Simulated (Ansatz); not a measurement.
HfC (rock salt)

```
HfC
1.0
    0.00000     2.30362     2.30362
    2.30362     0.00000     2.30362
    2.30362     2.30362     0.00000
C Hf
1 1
Direct
  0.00000   0.00000   0.00000
  0.50000   0.50000   0.50000
```

Scan: atom 2 (Hf, nearest neighbour C at 2.304 Å; its periodic images, 3.3 Å or more away, move with it) is displaced towards the nearest neighbour, direction (-1.000, 0.000, 0.000) in Cartesian axes, by s. The other atoms stay.

Level of theory: PBEsol (plane waves to 420 eV, PAW, scalar-relativistic; Ansatz, a quantum-chemistry and plane-wave program). k mesh 14×14×14 (Γ-centred), Fermi-Dirac smearing 0.05 eV. The energy includes the smearing's −TS. Left out: 2 of 11 points, with atoms too close for the PAW data. With partly filled bands, energies and forces of such displacements shift with the k mesh and the smearing. HfC is run without spin polarisation. HfC was relaxed with its symmetry unable to fall. Spin-orbit coupling is left out, though Hf is heavy. ΔE is measured from the undisplaced structure. The last digit holds for this mesh only.

```csv
s (Å),ΔE (meV/cell)
-0.368,731.0
-0.276,362.8
-0.184,145.1
-0.092,35.3
0.000,0.0
0.092,35.3
0.184,145.1
0.276,362.8
0.368,731.0
```

Task: What force constant k = d²E/ds² at s = 0 does the table give?

Result: 8.3 eV/Å². It is the second difference of the nearest points, corrected with the next pair.

Task: With k = 7.95 eV/Å² from the forces, is the well harmonic out to s = 0.368 Å?

Result: ½ks² = 538 meV/cell against the computed 731 meV/cell, so the well is stiffer than harmonic there.

(A displaced cell: forces are minus the slopes of the energy, force constants its curvatures, and phonons follow from these.)
